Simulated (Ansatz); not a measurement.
# SnS: computed property card

SnS in space group P4_2/mmc (No. 131; Sn on 2c, S on 2e), a = 3.758 Å, b = 3.758 Å, c = 7.868 Å, α = 90.00°, β = 90.00°, γ = 90.00°.

Space group P4_2/mmc (No. 131); conventional cell a = b = 3.7577 Å, c = 7.8677 Å, α = β = γ = 90.00°.

Method: PBE (plane waves, PAW; program Ansatz). The cell and atoms are relaxed at this level. Other levels are named where they apply.

### Cell and energy

```yaml
volume_per_atom: 27.77 Å³
density: 4.51 g/cm³
Formation energy from the elements (no fitted shifts): -138 meV/atom
```

### Electronic structure

```yaml
electronic_character: metallic (no gap)
Density of states at the Fermi level: 0.61 states/eV per atom (mean over ±0.08 eV)
```

### Mechanics

```yaml
Bulk modulus (Birch–Murnaghan fit): 254 kbar
Pressure derivative B′: 5.4
```

The cell is a constructed one: a structure type filled with these elements; neither database checked (COD, Materials Project) lists it. It is not the phase usual at ambient conditions (space group No. 62). The cell was relaxed with PBE under the symmetry of its start; whether a distortion lowers the energy is not shown. The references are the lowest solids computed at this level, not always the standard phases. Scalar-relativistic: spin–orbit coupling is off unless named, which matters more the heavier the elements.

Potentials: the later of the program's two PAW sets.
